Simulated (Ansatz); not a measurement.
Hf$_{2}$S:
```cif
data_Hf4S2
_chemical_formula_sum 'Hf4 S2'
_space_group_name_H-M_alt 'P63/mmc'
_space_group_IT_number 194
_space_group_name_Hall '-P 6c 2c'
_cell_length_a 3.31926
_cell_length_b 3.31926
_cell_length_c 11.56244
_cell_angle_alpha 90.000
_cell_angle_beta 90.000
_cell_angle_gamma 120.000
loop_
_atom_site_label
_atom_site_type_symbol
_atom_site_symmetry_multiplicity
_atom_site_Wyckoff_symbol
_atom_site_fract_x
_atom_site_fract_y
_atom_site_fract_z
_atom_site_occupancy
Hf1 Hf 4 f 0.33333 0.66667 0.10124 1
S1 S 2 b 0.00000 0.00000 0.25000 1
```

Relaxed at zero pressure with LDA in the plane-wave PAW code Ansatz.

Task: The volume is lowered by 6 % and shape and atoms relax at that volume. What pressure results, and how do the axes share the change?

Result: 10.3 GPa; a -2.5 %, b -2.5 %, c -1.2 %; the energy rises by 34 meV/atom.

Task: Give the new structure.

Result: 
Space group P6₃/mmc (No. 194); a = b = 3.238 Å, c = 11.422 Å, α = β = 90.00°, γ = 120.00°

| atom | site | symmetry | x | y | z |
|---|---|---|---|---|---|
| Hf | 4f | 3m. | 0.3333 | 0.6667 | 0.1007 |
| S | 2b | -6m2 | 0.0000 | 0.0000 | 0.2500 |

The phase is kept; no other phase was compared at this pressure.

Space group P6_3/mmc. The workflow started from a Materials Project entry (that database holds measured and hypothetical structures alike); the Crystallography Open Database copy checked does not list it. Its standing as an ambient phase is unchecked. The cell was relaxed with LDA under the symmetry of its start; of distortions, only those at the zone centre were tested. The run is not spin-polarised. Spin–orbit coupling is left out wherever it is not named.

Potentials: the later of the program's two PAW sets.
